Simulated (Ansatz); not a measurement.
**Turning moments in MnHg (P4/mmm)**

The geometry is a structure as deposited in COD, repeated to hold the magnetic orders, held fixed and not relaxed.

Functional, mesh and filling: PBE, 8×11×8 k mesh, Fermi–Dirac smearing of 0.05 eV. PAW means Ansatz 0.2.0 on its default frozen-core files; LAPW is all-electron LAPW in Ansatz 0.2.0. Site moments are integrated in spheres about the atoms, whose radii differ between the methods.

Input of the first run:

```yaml
crystal:
  lattice:
    - [3.288, 3.288, 0.0]
    - [0.0, 0.0, 3.313]
    - [3.288, -3.288, 0.0]
  atoms:
    - { symbol: Mn, position: [0.5, 0.5, 0.0], spin: 3.8, spin_axis: [0.0, 0.0, 1.0] }
    - { symbol: Mn, position: [0.0, 0.5, 0.5], spin: 3.8, spin_axis: [0.0, 0.0, 1.0] }
    - { symbol: Hg, position: [0.0, 0.0, 0.0] }
    - { symbol: Hg, position: [0.5, 0.0, 0.5] }
magnetization:
  noncollinear: true
kpoints:
  mp_grid: { grid: [8, 11, 8] }
scf:
  occupations: { method: fermi_dirac, width: 0.05 }
  lower_state_search: "off"
hamiltonian:
  xc: pbe
  pseudopotentials: { kind: paw }
output:
  eigenvalues: false
  write_density: true
  write_potential: true
  elf: true
  volumetric_format: npy
```

Command: `ansatz run input.yaml --threads 2 --pin off --max-ram 6144MiB --backend cpu --events-out ev --progress --plain --runs-dir out`

The input for «start Mn1↑ Mn2↓ on spinors» by LAPW differs from it in these lines, output keys apart:

```diff
-    - { symbol: Mn, position: [0.0, 0.5, 0.5], spin: 3.8, spin_axis: [0.0, 0.0, 1.0] }
+    - { symbol: Mn, position: [0.0, 0.5, 0.5], spin: 3.8, spin_axis: [0.0, 0.0, -1.0] }
-  pseudopotentials: { kind: paw }
+  pseudopotentials: { kind: all_electron, lapw: { basis_error: 0.0005 } }
```

The runs use spinors without spin–orbit coupling. In the held states a penalty keeps the direction of every atom that starts with a moment, the untilted ones along z, with sizes free, and the energy is taken at the target. Energies count from the run that starts parallel.

| state | ΔF PAW (meV/atom) | ΔF LAPW (meV/atom) | largest moment, PAW (μB) | size of M, PAW (μB/cell) | directions kept |
| --- | --- | --- | --- | --- | --- |
| parallel moments on spinors | 0.0 | 0.0 | 3.82 | 7.69 | yes |
| Mn2 tilted by 45° from z and held | -0.8 | -0.9 | 3.83 | 7.11 | yes |
| Mn2 tilted by 90° from z and held | +3.2 | – | 3.83 | ? | yes |
| Mn2 tilted by 135° from z and held | +19.4 | – | 3.84 | ? | yes |
| start Mn1↑ Mn2↓ on spinors | +31.5 | +31.5 | 3.86 | 0.00 | yes |

Fill in "size of M, PAW (μB/cell)" for the row "Mn2 tilted by 135° from z and held".

2.93.

Fill in "size of M, PAW (μB/cell)" for the row "Mn2 tilted by 90° from z and held".

5.45.

Fit ΔF(θ) = A(1 − cos θ) + B sin²θ to the PAW points, the reversed state at 180° included. How well does a Heisenberg model do?

A = +15.5 and B = -12.2 meV/atom, with a worst miss of 0.9 meV/atom. B isn't small beside A, so the turn needs more than bilinear exchange between fixed moments (biquadratic terms or changing moment sizes).

For the state «Mn2 tilted by 135° from z and held», by PAW: Site moments (μB): Mn1 (0.00, 0.00, 3.84); Mn2 (2.71, 0.00, -2.71); Hg3 (-0.01, 0.00, 0.00); Hg4 (-0.01, 0.00, 0.00). Cell moment 2.93 μB.

The Ansatz runs typed with the search for lower states off end where their start leads. Spin–orbit coupling is left out although heavy atoms are present. The magnetic state is the one that this cell and start allow. It needn't be the compound's measured order, which may need a larger cell or be absent.
